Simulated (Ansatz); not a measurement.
Ga2O3 (corundum)

```yaml
crystal:
  lattice:
    - [2.52897, 1.46010, 4.54140]
    - [-2.52897, 1.46010, 4.54140]
    - [0.00000, -2.92020, 4.54140]
  atoms:
    - { symbol: Ga, position: [0.35584, 0.35584, 0.35584] }
    - { symbol: Ga, position: [0.14416, 0.14416, 0.14416] }
    - { symbol: Ga, position: [0.64416, 0.64416, 0.64416] }
    - { symbol: Ga, position: [0.85584, 0.85584, 0.85584] }
    - { symbol: O, position: [0.55310, 0.94690, 0.25000] }
    - { symbol: O, position: [0.25000, 0.55310, 0.94690] }
    - { symbol: O, position: [0.94690, 0.25000, 0.55310] }
    - { symbol: O, position: [0.44690, 0.05310, 0.75000] }
    - { symbol: O, position: [0.75000, 0.44690, 0.05310] }
    - { symbol: O, position: [0.05310, 0.75000, 0.44690] }
```

Equation-of-state scan: isotropic scaling of the cell above, V₀ being its volume. The atoms relax within the cell's symmetry.

Computed with PBE (plane waves to 420 eV, PAW, scalar-relativistic; Ansatz, a first-principles code). k mesh 8×8×8 (Γ-centred), Fermi-Dirac smearing 0.05 eV. Stress and pressure are positive under compression. Ga2O3 was relaxed with its symmetry unable to fall. The PAW data are Ansatz's earlier set.

At one point of the scan the stress tensor (GPa) is:

```
  -10.6      0.0      0.0
    0.0    -10.6      0.0
    0.0      0.0     -9.4
```

Which point is it?
A) V/V₀ = 1.080
B) V/V₀ = 1.100
C) V/V₀ = 1.060
D) V/V₀ = 1.040

C, V/V₀ = 1.060

(A scan under strain: stresses follow from slopes of the energy per volume, elastic moduli from its curvatures.)
